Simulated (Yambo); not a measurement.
```
CELL_PARAMETERS angstrom
      3.31049    -1.90741    -0.00931
      3.31049     1.90741    -0.00931
     -2.19218     0.00000     4.40818
ATOMIC_POSITIONS crystal
  Mg 0.50000 0.50000 0.50000
  S  0.92182 0.92182 0.76686
  S  0.07818 0.07818 0.23314
```

MgS2 (space group C2/m, No. 12) under isotropic strain of -3 % on all lattice vectors: mean Im ε in 1 eV windows above the direct gap of 2.77 eV, for different electron-hole kernels (Yambo, broadening 0.15 eV, norm-conserving PBEsol (Quantum ESPRESSO, 84 Ry, without SOC) bands; 6×6×4 mesh, 5 valence and 7 conduction bands, static screening with 33 bands and a 4 Ry block, scissor 1.53 eV, Tamm-Dancoff; field along x).

```
window (eV)  independent quasiparticles  BSE
-----------  --------------------------  ---
2.8 to 3.8                          2.1  1.8
3.8 to 4.8                          0.8  1.0
4.8 to 5.8                          1.2  2.6
5.8 to 6.8                          2.4  4.6
6.8 to 7.8                          4.4  7.1
7.8 to 8.8                          6.6  7.4
```

This run doesn't resolve bound excitons or single peaks, so only averages are given, and they too depend on the mesh; weight that the attraction moves below the gap isn't listed. All transitions below 11.23 eV are in the band window. The scissor comes from a G0W0 run whose convergence isn't established.

Geometry strained from the cell relaxed with PBEsol, atoms relaxed again.

The structure is a Materials Project entry; no match was found in the copy of COD used, and its stability was not checked.
